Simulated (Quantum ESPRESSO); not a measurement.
NaTaO3 has the tetragonal space group P4/mbm (No. 127), Pearson symbol tP10. Conventional cell: a = 5.4771 Å, b = 5.4771 Å, c = 3.9591 Å, α = 90.00°, β = 90.00°, γ = 90.00°. O1 on 4g is coordinated by 2 Ta at 1.980 Å and 2 Na at 2.498 Å and 2 Na at 3.073 Å. O2 on 2b has 2 Ta at 1.980 Å and 4 Na at 2.739 Å (octahedral). Na on 2c is surrounded by 4 O at 2.498 Å and 4 O at 2.739 Å and 4 O at 3.073 Å. Ta on 2a has 6 O at 1.980 Å (octahedral). (Neighbours: up to the widest gap in distance over summed covalent radii, below 1.35, at either atom; cation-cation contacts left out.)

The geometry is that of Materials Project entry mp-4675, symmetrised and not relaxed again.

### Question
What does PBEsol (pw.x of Quantum ESPRESSO, ONCV potentials, no spin-orbit coupling) give for the electronic structure near the Fermi level?

### Answer
The PBEsol gap is indirect, 2.33 eV, from Z to Γ; the smallest direct gap is 2.74 eV. Spin-orbit coupling is left out, which matters for elements this heavy: edges can move by tenths of an eV.

This is not the ordinary phase of the substance.
